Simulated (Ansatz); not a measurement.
A: BN (wurtzite), a = 2.544 Å, b = 2.544 Å, c = 4.208 Å, α = 90.00°, β = 90.00°, γ = 120.00°
B: FePt (CuAu type, space group P4/mmm), a = b = 2.7339 Å, c = 3.7210 Å, α = β = γ = 90.00°
C: La$_{2}$O$_{3}$ (A-La2O3 type, space group P-3m1), a = b = 3.935 Å, c = 6.126 Å, α = β = 90.00°, γ = 120.00°
D: Hf (hcp, Mg type), a = 3.1979 Å, b = 3.1979 Å, c = 5.0473 Å, α = 90.00°, β = 90.00°, γ = 120.00°

Scan: energy against volume (even scaling of the relaxed cell, symmetry kept). One method and one kind of scan serve all of them; meshes and ranges differ. All were relaxed with their symmetry unable to fall. Hf is run without spin polarisation. La2O3 is run without spin polarisation. Relaxed FePt ends ferromagnetic. Spin-orbit coupling is left out. Other magnetic orders were not checked, so this need not be the ground state. (This holds for the magnetic or f-shell members.)

Q: Put the candidates in order of bulk modulus at fixed cell shape (fitted), lowest first, for r2SCAN (plane waves to 500 eV, PAW, scalar-relativistic; Ansatz, a first-principles code).

A: D (111 GPa), C (128 GPa), B (216 GPa), A (391 GPa)

(Under strain, the slope of the energy per volume gives the stress and its curvature an elastic modulus.)
